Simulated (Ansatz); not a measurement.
## Perturbing NbAgSe2O7

Base: a measured structure from the Crystallography Open Database (COD) whose atoms were relaxed with PBE, the cell held.

```
Nb Ag Se O
1.0
     5.40650   -3.89600    0.00000
     5.40650    3.89600    0.00000
     0.00000    0.00000    7.36300
Nb Ag Se O
2 2 4 14
Direct
  0.00000 0.00000 0.50000
  0.00000 0.00000 0.00000
  0.50000 0.50000 0.00000
  0.50000 0.50000 0.50000
  0.52405 0.05340 0.25000
  0.47595 0.94660 0.75000
  0.05340 0.52405 0.75000
  0.94660 0.47595 0.25000
  0.39391 0.31528 0.25000
  0.60609 0.68472 0.75000
  0.31528 0.39391 0.75000
  0.68472 0.60609 0.25000
  0.69763 0.03983 0.43526
  0.30237 0.96017 0.93526
  0.03983 0.69763 0.56474
  0.96017 0.30237 0.06474
  0.30237 0.96017 0.56474
  0.69763 0.03983 0.06474
  0.96017 0.30237 0.43526
  0.03983 0.69763 0.93526
  0.92020 0.07980 0.75000
  0.07980 0.92020 0.25000
```

Sites (sets of like atoms) are named by element and the number of their first atom in this list.

The numbers come from a DFT calculation in Ansatz (PBE, plane waves and PAW, scalar-relativistic, 420 eV cutoff, Γ-centred 4×4×3 k-points, Fermi–Dirac smearing 0.02 eV).

Gradients in 10²¹ V/m², for some of the sites:

| site | atoms | V_zz base | η base | V_zz variant | η variant |
| --- | --- | --- | --- | --- | --- |
| Nb1 | 1 | -11.70 | 0.03 | -13.61 | 0.45 |
| Nb2 | 2 | -11.70 | 0.03 | -11.16 | 0.04 |
| Ag3 | 3 | 11.00 | 0.13 | 11.08 | 0.13 |
| Ag4 | 4 | 11.00 | 0.13 | 10.96 | 0.13 |
| Se5 | 5 | -35.0 | 0.40 | -35.3 | 0.39 |
| Se6 | 6 | -35.0 | 0.40 | -35.0 | 0.41 |
| Se7 | 7 | -35.0 | 0.40 | -35.1 | 0.40 |
| Se8 | 8 | -35.0 | 0.40 | -35.1 | 0.40 |
| O9 | 9 | 12.60 | 0.22 | 12.88 | 0.22 |
| O13 | 13 | 12.55 | 0.14 | 12.55 | 0.25 |
| O15 | 15 | 12.55 | 0.14 | 12.27 | 0.09 |
| O17 | 17 | 12.55 | 0.14 | 12.55 | 0.16 |
| O18 | 18 | 12.55 | 0.14 | 12.23 | 0.14 |
| O22 | 22 | -1.07 | 0.02 | -1.15 | 0.39 |

Task: Which change was made?
A. volume scaled by 1.04, ions at fixed fractional positions
B. atom 13 (O) moved by 0.15 Å along (0.000, 0.150, 0.000) Å
C. z stretched by 2 %, ions at fixed fractional positions
D. volume scaled by 0.95, ions at fixed fractional positions

Result: B. It leaves 22 symmetry-distinct sites where the base has 6, which no other option does. The largest change of V_zz is on Nb1, from -11.70 to -13.61. The whole tensor moves most on Se5, by 4.27 along its most changed direction. In per cent, |V_zz| changes by -5 to +16 on Nb, 0 to +1 on Ag, 0 to +1 on Se, -2 to +7 on O (all sites that start above 0.5). Where |V_zz| stays above 0.1, η moves most on Nb1, from 0.03 to 0.45. The table leaves out 8 of the 22 sites, with |V_zz| up to 12.66; their tensors move by 0.25 at most along any direction. The statements above cover all sites.

Without spin–orbit coupling (the program notes it for Ag and Nb) the gradients are little affected as a rule: paired runs on crystals with a gap mostly move them by under 2 % at such atoms.
For the variant: The atoms aren't relaxed after the move (largest force 2.0 eV/Å).
